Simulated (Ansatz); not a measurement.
## Density of states of Ti

Space group Im-3m (No. 229). a = 3.282 Å, b = 3.282 Å, c = 3.282 Å, α = 90.00°, β = 90.00°, γ = 90.00°
```csv
atom,site,symmetry,x,y,z
Ti,2a,m-3m,0.0000,0.0000,0.0000
```

The runs use the primitive cell with vectors (-1.641, 1.641, 1.641), (1.641, -1.641, 1.641), (1.641, 1.641, -1.641) Å, to which the k mesh refers.

It takes space group Im-3m (No. 229, cubic). Conventional cell: a = 3.282 Å, b = 3.282 Å, c = 3.282 Å, α = 90.00°, β = 90.00°, γ = 90.00°. Ti (site symmetry m-3m) is surrounded by 8 Ti at 2.84 Å.

The geometry is COD entry 9012924, unchecked; take it as a test cell.

Method: DFT, PBEsol, all-electron LAPW, scalar-relativistic (Ansatz 0.2.0).

Settings: a Γ-centred 14×14×14 k mesh, Fermi–Dirac smearing of 0.05 eV, basis error target 0.25 meV/atom, no spin polarisation.

States per eV and cell, averaged over 0.6 eV, from -5.8 to 1.2 eV, with energies (bin centres) from the Fermi level; empty bins are left out. The partial columns, the largest 2 alone, are projections on Löwdin-orthogonalised atomic shells (those that the program's projection atoms carry: the occupied ones and, for some elements, an empty d or f shell; other empty shells have no column), summed over atoms of an element. Weights on diffuse s and p shells depend on that basis and aren't pure angular character.

| E (eV) | total | Ti 3d | Ti 4s |
| --- | --- | --- | --- |
| -5.6 | 0.04 | 0.00 | 0.04 |
| -5.0 | 0.09 | 0.00 | 0.09 |
| -4.4 | 0.14 | 0.01 | 0.12 |
| -3.8 | 0.19 | 0.02 | 0.16 |
| -3.2 | 0.28 | 0.06 | 0.21 |
| -2.6 | 0.53 | 0.24 | 0.28 |
| -2.0 | 1.00 | 0.70 | 0.28 |
| -1.4 | 1.19 | 1.02 | 0.14 |
| -0.8 | 1.07 | 0.99 | 0.02 |
| -0.2 | 2.46 | 2.24 | 0.07 |
| 0.4 | 2.08 | 1.78 | 0.13 |
| 1.0 | 0.68 | 0.63 | 0.01 |

Q: Which of the resolved shells contributes most within 0.3 eV of the Fermi level?

A: Ti 3d, with 88 % of all states there; Ti 4s follows with 5 %.

Q: Where is the centre of the filled Ti 3d states between -14 eV and the top of the filled states?

A: -0.93 eV from the Fermi level.
